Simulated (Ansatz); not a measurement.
# Cohesion in the molecular crystal CO2

All numbers below come from DFT PBE+D3(BJ), scalar-relativistic, plane waves, PAW (Ansatz).

Cutoff 420 eV; k points 4×4×4 on the computed 12-atom cell (Γ-centred); Gaussian smearing, width 0.02 eV; no spin polarisation.

The relaxed primitive cell holds 4 CO2 (symmetry kept; residual pressure 0.01 GPa). Each molecule is also computed alone in a box with 9 Å or more between images, first as cut from the crystal, then relaxed.

```cif
data_structure
_symmetry_space_group_name_H-M 'Pa-3'
_symmetry_Int_Tables_number 205
_cell_length_a 5.7169
_cell_length_b 5.7169
_cell_length_c 5.7169
_cell_angle_alpha 90.000
_cell_angle_beta 90.000
_cell_angle_gamma 90.000
_cell_volume 186.84
loop_
_atom_site_label
_atom_site_type_symbol
_atom_site_symmetry_multiplicity
_atom_site_Wyckoff_symbol
_atom_site_fract_x
_atom_site_fract_y
_atom_site_fract_z
_atom_site_occupancy
C1 C 4 a 0.00000 0.00000 0.00000 1
O1 O 8 c 0.11805 0.11805 0.11805 1
```

Problem. How strongly is the crystal bound?

Solution. -0.253 eV (-24.4 kJ/mol) a molecule against the relaxed free molecules, without zero-point or thermal terms. Free molecules keep the site symmetry that they have in the crystal, and one conformer stands for all of a formula. The molecules are strained by 0.000 eV each in the crystal, which takes 46.7 Å³ a molecule. The gap on the mesh is 6.74 eV in the crystal and 8.01 eV between the free molecule's highest filled and lowest empty level.

Cost: 3 runs of about 1.1 core-minutes in all, on Arm Neoverse V2 (shared hosts).